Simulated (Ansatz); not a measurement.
SiO2 (alpha-quartz type, space group P3_121)

```yaml
crystal:
  lattice:
    - [4.94935, 0.00000, 0.00000]
    - [-2.47468, 4.28627, 0.00000]
    - [0.00000, 0.00000, 5.44191]
  atoms:
    - { symbol: Si, position: [0.47048, 0.00000, 0.83333] }
    - { symbol: Si, position: [0.00000, 0.47048, 0.16667] }
    - { symbol: Si, position: [0.52952, 0.52952, 0.50000] }
    - { symbol: O, position: [0.41256, 0.26669, 0.71428] }
    - { symbol: O, position: [0.73331, 0.14588, 0.04761] }
    - { symbol: O, position: [0.85412, 0.58744, 0.38094] }
    - { symbol: O, position: [0.14588, 0.73331, 0.95239] }
    - { symbol: O, position: [0.26669, 0.41256, 0.28572] }
    - { symbol: O, position: [0.58744, 0.85412, 0.61906] }
```

The slice is a (0001) plane (indices of the conventional cell) through the point (0.267, 0.413, 0.286) (fractional), spanned by u = [110] and v = [1 -1 0] in vectors of this cell: u (4.95 Å) and v (8.57 Å, at 90° to u). It covers one period; positions are fractions (u, v).

The numbers are results of PBEsol (plane waves to 420 eV, PAW, scalar-relativistic; Ansatz, a quantum-chemistry and plane-wave program), not measurements. k mesh 8×8×6. Near the nuclei the fields are pseudised (PAW); where an atom keeps semicore shells as valence, they peak there. SiO2 was relaxed with its symmetry unable to fall.

**Question.** Sketch the valence electron density on this plane as a map.

**Answer.** 
```
|9988664422111111112233446688|
|7766553322111122223333446677|
|5555442211111122333344445555|
|5544331100001122333344555555|
|5544221100001111223344666666|
|6644221100000011223355667777|
|6644221100000011223355778888|
|6644220000112222333355667777|
|4433110011334444444444556655|
|3311001133446677665544444444|
|1100002244668899886655333322|
|1111112244779999997755332211|
|1111223344668899886644221111|
|2222333344667777665533221111|
|2233334444555555554422111111|
|2233334455555555443311000011|
|1122334466666655442211000011|
|1122335566777766442211000000|
|1122335577888866442211000000|
|2233335566777766442200001122|
|4444444455665544331100113344|
|7766554444444433110011334466|
|9988665533332211000022446688|
|9999775533221111111122447799|
```
Scale: ten equal steps from -2.06 (start of '0') to 0.89 (end of '9'), in the order '0123456789'. Values: log₁₀ of the valence density in e/Å³. The map has 14 points along u (two characters each, u = 0 at the left) and 24 along v (v = 0 in the bottom row). The scale is logarithmic, as a density can span decades between atoms and voids.
